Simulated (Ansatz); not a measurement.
# Notes on Cu2SnWS4

```
Sn W S Cu
1.0
     0.00000    5.43586    0.00000
     5.43586    0.00000    0.00000
     2.71793    2.71793   -5.43476
Sn W S Cu
1 1 4 2
Direct
  0.50000 0.50000 0.00000
  0.00000 0.00000 0.00000
  0.37530 0.37530 0.73360
  0.62470 0.10890 0.26640
  0.89110 0.89110 0.73360
  0.10890 0.62470 0.26640
  0.75000 0.25000 0.50000
  0.25000 0.75000 0.50000
```

Level: PBE, no spin polarisation; 420 eV; 7×7×7 Γ-centred mesh; fermi-dirac occupations (width 0.0196 eV); Ansatz 0.2.0, fixed geometry.

- Forces: The largest is on S6 (and as large on other atoms): 1.85 eV/Å, components (1.29, -1.29, -0.33). It makes 86° with the line to a nearest neighbour, Cu7 at 2.30 Å.
- Stress: The pressure is 3.5 GPa (compression positive), so with the atoms held at these fractions the cell would first expand; the forces are large, so a full relaxation may end otherwise. The principal stresses 2.0, 4.2, 4.2 GPa differ, so its shape would change too.
- Electronic structure: It is a metal on this mesh, though the bands barely overlap, with about 5.8 states/eV a cell as the mean within 0.25 eV of the Fermi level, mostly W d (50 %) and S p (19 %).
- Contacts: S–Cu at 2.30 Å: least valence density 0.50 e/Å³ and ELF 0.23 there. W–S at 2.36 Å: least valence density 0.66 e/Å³ and ELF 0.32 there. Sn–S at 2.46 Å: least valence density 0.53 e/Å³ and ELF 0.43 there. These are pseudo-fields; inside the PAW spheres they differ from the all-electron ones.
- Formation energy: -0.04 eV an atom against the elements' usual phases (free molecules for gases, crystals otherwise, with no correction for O₂ or N₂), too near zero to call. Relaxing would lower it.

Origin: a known structure type with other elements, at an estimated volume, so it need not be a known compound. Caveats: many states at the Fermi level without spin polarisation, so a magnetic state may lie lower; atoms or cell far from equilibrium.
